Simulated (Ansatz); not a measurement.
Data:

Starting cell, TiSi₂ (C49 type, space group Cmcm):

```yaml
crystal:
  lattice:
    - [1.76330, -6.75838, 0.00000]
    - [1.76330, 6.75838, 0.00000]
    - [0.00000, 0.00000, 3.56518]
  atoms:
    - { symbol: Si, position: [0.94167, 0.05833, 0.75000] }
    - { symbol: Si, position: [0.05833, 0.94167, 0.25000] }
    - { symbol: Si, position: [0.25029, 0.74971, 0.75000] }
    - { symbol: Si, position: [0.74971, 0.25029, 0.25000] }
    - { symbol: Ti, position: [0.60320, 0.39680, 0.75000] }
    - { symbol: Ti, position: [0.39680, 0.60320, 0.25000] }
```

In each cell atom 2 (Si, nearest neighbour Si at 2.380 Å; its periodic images, 3.5 Å or more away, move with it) moves by s·(0.000, 0.663, -0.749) (towards the nearest neighbour), the rest being held.

Level of theory: r2SCAN (plane waves to 500 eV, PAW, scalar-relativistic; Ansatz, a quantum-chemistry and plane-wave program). k mesh 11×11×11 (Γ-centred), Fermi-Dirac smearing 0.05 eV. Energies are smeared free energies. With partly filled bands, energies and forces of such displacements shift with the k mesh and the smearing. This is one of several known forms of TiSi2; the measured ambient cells at hand have space group No. 70. TiSi2 is run without spin polarisation. TiSi2 was relaxed with its symmetry unable to fall. The zero of ΔE is the undisplaced structure.

The scan covers s from -0.710 to 0.710 Å in 11 points.

Is this a single well or a double well?

A single well with its minimum at or next to zero displacement.

Is the energy the same for displacements of ±0.710 Å, and if not, which side lies higher?

Not even: the positive side lies higher at ±0.710 Å. With its periodic images moving along, the atom's site symmetry in this cell is mm2.

What force acts on the atom along the line at s = -0.710 Å?

6.02 eV/Å.

What is the energy change at s = 0.710 Å?

6076 meV/cell.

What is the force constant k = d²E/ds² of this move at s = 0?

12.0 eV/Å².

(For displaced atoms, the force is minus the slope of the energy, and its curvature is a force constant, which sets phonon frequencies.)
